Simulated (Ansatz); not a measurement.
Given:

ZnO:
```yaml
crystal:
  lattice:
    - [3.23698, 0.00000, 0.00000]
    - [-1.61849, 2.80330, 0.00000]
    - [0.00000, 0.00000, 6.04924]
  atoms:
    - { symbol: Zn, position: [0.00000, 0.00000, 0.75000] }
    - { symbol: Zn, position: [0.00000, 0.00000, 0.25000] }
    - { symbol: O, position: [0.33333, 0.66667, 0.25000] }
    - { symbol: O, position: [0.66667, 0.33333, 0.75000] }
```

This is the r²SCAN+D4-relaxed structure.

Question: All from r²SCAN+D4 in the plane-wave PAW code Ansatz, unless another level is named. Predict the highest zone-centre frequency (without LO–TO term).

Answer: 549 cm^-1.

Question: What about the bulk modulus (Birch–Murnaghan fit)?

Answer: 27.9 GPa.

Space group P6_3/mmc. The first step of the workflow began from a Materials Project structure, measured or hypothetical; the Crystallography Open Database copy checked does not list it. It is not the phase usual at ambient conditions (space group No. 186). The r²SCAN+D4 relaxation kept the symmetry of its start; phonons show weakly imaginary modes.

Potentials: the later of the program's two PAW sets.
